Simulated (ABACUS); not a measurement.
Input and output of a self-consistent single point for SnO (P4/nmm, 4 atoms in the cell; from Materials Project mp-2097, changed as shown) (ABACUS).

All values come from this method and carry its errors: PBEsol, PseudoDojo 0.4 standard norm-conserving PBEsol (tails mended) pseudopotentials (plane waves; ABACUS).

The change in words: volume scaled by 0.98. Reference geometry (P4/nmm):
```yaml
crystal:
  lattice:
    - [3.81370, 0.00000, 0.00000]
    - [0.00000, 3.81370, 0.00000]
    - [0.00000, 0.00000, 4.88691]
  atoms:
    - { symbol: Sn, position: [0.00000, 0.50000, 0.23537] }
    - { symbol: Sn, position: [0.50000, 0.00000, 0.76463] }
    - { symbol: O, position: [0.50000, 0.50000, 0.00000] }
    - { symbol: O, position: [0.00000, 0.00000, 0.00000] }
```

Reference input (self-consistent single point, DFT, PBEsol, plane waves, PseudoDojo 0.4 standard norm-conserving PBEsol (tails mended) pseudopotentials): KPT = Gamma 6 6 5 0 0 0; basis_type = pw; dft_functional = PBESOL; ecutwfc = 84 Ry; smearing_method = fd; smearing_sigma = 0.00146997 Ry; potentials = PseudoDojo 0.4 standard norm-conserving PBEsol (tails mended); symmetry = 1; ks_solver = cg; scf_nmax = 100; scf_thr = 1.0e-09 Ry; mixing_type = broyden. This run's input differs from it in these lines:

```diff
@@ -26,5 +26,5 @@
 LATTICE_VECTORS
-   7.2068485215    0.0000000000    0.0000000000
-   0.0000000000    7.2068485215    0.0000000000
-   0.0000000000    0.0000000000    9.2349214957
+   7.1584753121    0.0000000000    0.0000000000
+   0.0000000000    7.1584753121    0.0000000000
+   0.0000000000    0.0000000000    9.1729365891
 
@@ -36,4 +36,4 @@
 2
-   0.0000000000    1.9068500000    1.1502320067
-   1.9068500000    0.0000000000    3.7366779933
+   0.0000000000    1.8940510000    1.1425116353
+   1.8940510000    0.0000000000    3.7115973647
 
@@ -42,3 +42,3 @@
 2
-   1.9068500000    1.9068500000    0.0000000000
+   1.8940510000    1.8940510000    0.0000000000
    0.0000000000    0.0000000000    0.0000000000
```

Output, abridged:

```
 SELF-CONSISTENT
 -------------------------------------------
                                 init_chg = atomic

 PW ALGORITHM --------------- ION=   1  ELEC=   1--------------------------------

 Density error is 1.09151199608
                          Error Threshold = 0.01
 E_KohnSham     -380.0280260237      -5170.5465536150
 E_Fermi        0.7085907952         9.6408723650

 PW ALGORITHM --------------- ION=   1  ELEC=   2--------------------------------

 Density error is 2.8799927686
                          Error Threshold = 0.0027287799902
 E_KohnSham     -380.1221897728      -5171.8277171481
   [... lines left out ...]

 Density error is 1.12531374305e-07
                          Error Threshold = 5.03951415539e-10
 E_KohnSham     -380.6378592968      -5178.8437609586
 E_Fermi        0.7503542455         10.2090932567

 PW ALGORITHM --------------- ION=   1  ELEC=  11--------------------------------

 Density error is 7.87234203422e-10
                          Error Threshold = 2.81328435761e-10
 E_KohnSham     -380.6378593181      -5178.8437612492
 E_KS(sigma->0) -380.6378463505      -5178.8435848156
 E_entropy(-TS) -0.0000259353        -0.0003528673
 E_Fermi        0.7503618578         10.2091968280
 charge density convergence is achieved
 final etot is -5178.8437612 eV
 EFERMI = 10.209196828 eV

 STATE ENERGY(eV) AND OCCUPATIONS    NSPIN == 1
   [... 27 lines left out ...]

 TOTAL-FORCE (eV/Angstrom)
                       Sn1         0.0000000000         0.0000000000         0.3494343287
                       Sn2         0.0000000000         0.0000000000        -0.3494343287
                        O1         0.0000000000         0.0000000000         0.0000000000
                        O2         0.0000000000         0.0000000000         0.0000000000

 TOTAL-STRESS (KBAR)
        16.1862457038         0.0000000000         0.0000000000
         0.0000000000        16.1862457038         0.0000000000
         0.0000000000         0.0000000000         8.8097083761
 TOTAL-PRESSURE: 13.727400 KBAR

 --------------------------------------------
 !FINAL_ETOT_IS -5178.8437612492052722 eV
 --------------------------------------------
```

The run converged in 11 iterations. Against the reference run the free energy is nearly the same (within 1 meV/atom), the pressure goes from -0.57 to 1.37 GPa and the largest force goes from 0.065 to 0.349 eV/Å.

The structure comes from a collection of computed structures, made at another level of theory; the collection holds predicted forms beside known ones. No clean gap shows at this smearing width and mesh (spacing up to 0.28 Å⁻¹); the mesh is coarse for partly filled bands, so the values carry mesh errors. Semi-local functionals can close small gaps.

Cost on one core: roughly 4 core-minutes.

“Tails mended”: in these copies of the files the far tail of each local potential was reset to the Coulomb form.
